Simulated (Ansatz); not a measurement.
Clean, relaxed (100) surface of B2W, space group P6/mmm (No. 191) (top face towards +c; atoms held fixed, by place in the list: 1, 2, 3, 4):

```xyz
9
Lattice="3.0099 0.0000 0.0000 0.0000 3.3168 0.0000 0.0000 0.0000 23.9510" Properties=species:S:1:pos:R:3 pbc="T T T"
B     0.0000    1.6584    8.5000
W     1.5049    0.0000    9.3689
B     0.0000    1.6584   10.2377
B     1.5049    1.6584   11.1066
W     0.0000    0.0000   11.9730
B     1.5049    1.6584   12.8361
B     0.0000    1.6584   13.6950
W     1.5049    0.0000   14.5992
B     0.0000    1.6584   15.4174
```

Theory: Ansatz 0.2.0, DFT PBEsol, scalar-relativistic, plane waves, PAW. Cutoff 420 eV; k points 10×9×1 on the computed 9-atom cell (Γ-centred); Gaussian smearing, width 0.10 eV; no spin polarisation. The cell repeats along c with a dipole correction in the vacuum.

CH is adsorbed on the top face, one adsorbate per 10.0 Å², and relaxed from 3 starting sites (fractions of a and b). The adsorption energy is E(slab + adsorbate) − E(slab) − E(free adsorbate, spin-polarised where open-shell). Heights count from the highest slab atom after relaxation. Δφ is the top face's. Δp counts per cell along +c. Bonded neighbours lie within 1.25 times the sum of covalent radii (1.35 for H) and, on that scale, within 12 % of the closest. With the adsorbate the cell is lengthened along c to keep the vacuum.

```
                         start ends at E_ads (eV) height (Å) shortest contact  Δφ (eV)  Δp (e·Å) whole?
       top (B) at (0.00, 0.50) (0.00, 0.50), 1 bonded neighbour (B)       -5.55        1.38        C–B 1.38 Å    -2.66    +0.142     yes
hollow (W-B-B) at (0.50, 0.67) (0.50, 0.50), 4 bonded neighbours (B and W)       -8.78        0.61        C–B 1.62 Å    -2.72    +0.147     yes
  bridge (W-B) at (0.25, 0.75) (0.50, 0.50), 4 bonded neighbours (B and W)       -8.78        0.61        C–B 1.62 Å    -2.72    +0.147     yes
```

Among the sites tried, the lowest end comes from the bridge (W-B) at (0.25, 0.75) start; the hollow (W-B-B) at (0.50, 0.67) start ended within 0.02 eV of it, though not always at the same place; other sites may lie lower.

Each end is the local minimum or symmetric point that its start leads to. The slab is only 7.0 Å thick, so the energies aren't converged with thickness.

The adsorbed runs have no spin polarisation, so weakly bound open-shell ends lie too high.